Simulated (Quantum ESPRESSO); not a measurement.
Field gradients of CaF2 from the PAW reconstruction of the field gradient on a scalar-relativistic PBE ground state (a modified build of Quantum ESPRESSO, JTH datasets), 22.5 Ha, k-mesh 7×7×7 through Γ:

```xyz
3
Lattice="0.0000 2.7442 2.7856 2.7442 0.0000 2.7856 2.7442 2.7442 0.0000" Properties=species:S:1:pos:R:3 pbc="T T T"
Ca     0.0000     0.0000     0.0000
F      4.1164     4.1164     4.1784
F      1.3721     1.3721     1.3928
```
The cell was made here from a computed Materials Project entry: strained by +1 % along the cube axis and by -0.5 % across it, atoms relaxed (PBE without dispersion, pw.x of Quantum ESPRESSO, symmetry kept). The parent is CaF2 in Fm-3m. Stability against distortions was not tested.

Vzz is the sum of three terms, each taken along its main axis: the smooth valence density, the ions (nucleus and frozen core) with the augmentation charges of all other spheres, and the all-electron minus smooth density in the atom's own sphere. The split hangs on the datasets.  Cores are frozen. Against all-electron runs on small test molecules, this scheme's |Vzz| missed by −6 to +4 % (−29 % in KF) on F. Ca had no test against all-electron runs.

```
site            smooth valence density  ions and other spheres  own sphere  Vzz (a.u.)
--------------  ----------------------  ----------------------  ----------  ----------
Ca (atom 1)                     -0.007                   0.007         ___         ___
F (atoms 2, 3)                   0.007                  -0.002         ___         ___
```

Fill in the missing entries.


- Ca (atom 1), own sphere: -0.022
- Ca (atom 1), Vzz (a.u.): -0.023
- F (atoms 2, 3), own sphere: 0.029
- F (atoms 2, 3), Vzz (a.u.): 0.035
